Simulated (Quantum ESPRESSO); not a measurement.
```cif
data_Cs2F6RbSc
_chemical_formula_sum 'F6 Sc1 Rb1 Cs2'
_space_group_name_H-M_alt 'P 1'
_space_group_IT_number 1
_cell_length_a 6.73098
_cell_length_b 6.73098
_cell_length_c 6.73098
_cell_angle_alpha 60.000
_cell_angle_beta 60.000
_cell_angle_gamma 60.000
loop_
_space_group_symop_operation_xyz
  'x, y, z'
loop_
_atom_site_label
_atom_site_type_symbol
_atom_site_fract_x
_atom_site_fract_y
_atom_site_fract_z
_atom_site_occupancy
F1 F 0.78518 0.21482 0.21482 1
F2 F 0.21482 0.78518 0.78518 1
F3 F 0.21482 0.78518 0.21482 1
F4 F 0.78518 0.21482 0.78518 1
F5 F 0.21482 0.21482 0.78518 1
F6 F 0.78518 0.78518 0.21482 1
Sc1 Sc 0.00000 0.00000 0.00000 1
Rb1 Rb 0.50000 0.50000 0.50000 1
Cs1 Cs 0.75000 0.75000 0.75000 1
Cs2 Cs 0.25000 0.25000 0.25000 1
```

The geometry is that of Materials Project entry mp-1111963, symmetrised and not relaxed again.

### Question
What does PBEsol (pw.x of Quantum ESPRESSO, ONCV potentials, scalar-relativistic) give for the electronic structure near the Fermi level?

### Answer
The PBEsol gap is direct, 6.41 eV at Γ. Another valence extremum on the path lies within 0.02 eV, too close to call. 

The structure is a Materials Project entry; no match was found in the copy of COD used, and its stability was not checked.
